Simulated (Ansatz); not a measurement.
SnTe:
```xyz
2
Lattice="0.0000 3.1879 3.1879 3.1879 0.0000 3.1879 3.1879 3.1879 0.0000" Properties=species:S:1:pos:R:3 pbc="T T T"
Sn     0.0000     0.0000     0.0000
Te     3.1879     3.1879     3.1879
```

DFT-r²SCAN in the program Ansatz with PAW potentials gives a gap of 0.14 eV without spin–orbit coupling, maximum at L, minimum at L.

Question: What happens when spin–orbit coupling is switched on?

Answer: The gap drops by 0.05 eV, to 0.09 eV; maximum at L, minimum at L.

Question: Give the Z2 indices of the occupied bands with spin–orbit coupling.

Answer: 0;(000).

Space group Fm-3m (rock salt). The cell was relaxed with r²SCAN under the symmetry of its start. At this level the phase is dynamically unstable (imaginary phonons).

Potentials: the earlier of the program's two PAW sets.
